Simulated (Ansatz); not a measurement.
A relaxed structure of Bi2Te3. Space group R-3m (No. 166), AFLOW prototype A2B3_hR5_166_c_ac (C33, as in Bi2Te3). Computed with PBEsol (plane waves to 420 eV, PAW, scalar-relativistic; Ansatz, a first-principles code).

```cif
data_Bi2Te3
_chemical_formula_sum 'Bi2 Te3'
_space_group_name_H-M_alt 'P 1'
_space_group_IT_number 1
_cell_length_a 10.40990
_cell_length_b 10.40990
_cell_length_c 10.40990
_cell_angle_alpha 24.302
_cell_angle_beta 24.302
_cell_angle_gamma 24.302
loop_
_space_group_symop_operation_xyz
  'x, y, z'
loop_
_atom_site_label
_atom_site_type_symbol
_atom_site_fract_x
_atom_site_fract_y
_atom_site_fract_z
_atom_site_occupancy
Bi1 Bi 0.39988 0.39988 0.39988 1
Bi2 Bi 0.60012 0.60012 0.60012 1
Te1 Te 0.00000 0.00000 0.00000 1
Te2 Te 0.20993 0.20993 0.20993 1
Te3 Te 0.79007 0.79007 0.79007 1
```

```json
{
  "volume_per_atom": "33.59 Å³",
  "band_gap": "0.22 eV, direct at Γ (no spin-orbit coupling)",
  "shortest_distances": "Bi–Te 3.06 Å",
  "k-mesh": "9×9×9"
}
```

Band energies at high-symmetry points (eV from the VBM; labels of this space group; no spin-orbit coupling), from −5 eV up to 3.4 eV:

```json
[
 {"point": "Γ", "energies": "-2.32 -2.07 -1.77 -1.77 -1.72 -1.72 -0.88 -0.88 0.00 0.22 0.64 0.64 1.92 2.13 2.13"},
 {"point": "T", "energies": "-2.80 -1.88 -1.88 -1.59 -1.44 -1.44 -1.17 -1.17 -0.44 0.78 1.13 1.13 1.66 1.66 1.67"},
 {"point": "H2", "energies": "-4.77 -4.35 -4.33 -3.90 -3.47 -2.58 -1.94 -0.95 -0.75 1.24 1.49 2.57 3.30"},
 {"point": "H0", "energies": "-4.77 -4.35 -4.33 -3.90 -3.47 -2.58 -1.94 -0.95 -0.75 1.24 1.49 2.57 3.30"},
 {"point": "L", "energies": "-3.42 -3.29 -3.23 -3.21 -2.94 -2.40 -0.92 -0.50 0.55 1.09 2.75 2.82 3.26"},
 {"point": "S0", "energies": "-4.79 -4.44 -4.23 -3.97 -3.08 -3.00 -1.62 -1.36 -0.62 1.12 2.05 2.11"},
 {"point": "S2", "energies": "-4.79 -4.44 -4.23 -3.97 -3.08 -3.00 -1.62 -1.36 -0.62 1.12 2.05 2.11"},
 {"point": "F", "energies": "-4.93 -4.43 -3.92 -3.44 -2.40 -2.01 -1.83 -1.55 -0.93 0.90 1.48 2.09 2.67 2.79 3.08"}
]
```

No spin polarisation in the result. Without spin-orbit coupling the bands of the heavy element are not split, so the gap can be far off.

The run could not lose the symmetry of its start.
